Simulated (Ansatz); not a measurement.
Pd:
```
Pd
1.0
    2.61402     0.00000     0.00000
    0.00000     2.61402     0.00000
    0.00000     0.00000     2.61402
Pd
1
Direct
  0.00000   0.00000   0.00000
```

Relaxed with PBE. Special points in fractions of this cell's reciprocal vectors: Γ (0.000, 0.000, 0.000); X (0.000, 0.500, 0.000); M (0.500, 0.500, 0.000); R (0.500, 0.500, 0.500).

**Question.** List the band energies nearest the Fermi level at these points for PBE with spin–orbit coupling (plane waves, PAW; program Ansatz).

**Answer.** In eV from the Fermi level; about four levels below and three above (degenerate sets whole), none deeper than 8.9 eV; … stands for higher levels left out; points with the same levels are listed once.

| k | below | above |
|---|---|---|
| Γ | -0.12 -0.12 -0.12 -0.12 | 0.21 0.21 … |
| X | -1.63 -1.63 -1.45 -1.45 | 0.15 0.15 0.42 0.42 |
| M | -1.33 -1.33 -1.16 -1.16 | 1.11 1.11 5.28 5.28 |
| R | -3.91 -3.91 -3.91 -3.91 -3.67 -3.67 | 1.20 1.20 1.20 1.20 |

Space group Pm-3m (simple cubic). A made-up cell: these elements were put on the sites of a structure type; neither database checked (COD, Materials Project) lists it. It is not the phase usual at ambient conditions (space group No. 225). The cell was relaxed with PBE under the symmetry of its start; whether a distortion lowers the energy is not shown. The run is not spin-polarised.

Potentials: the earlier of the program's two PAW sets.
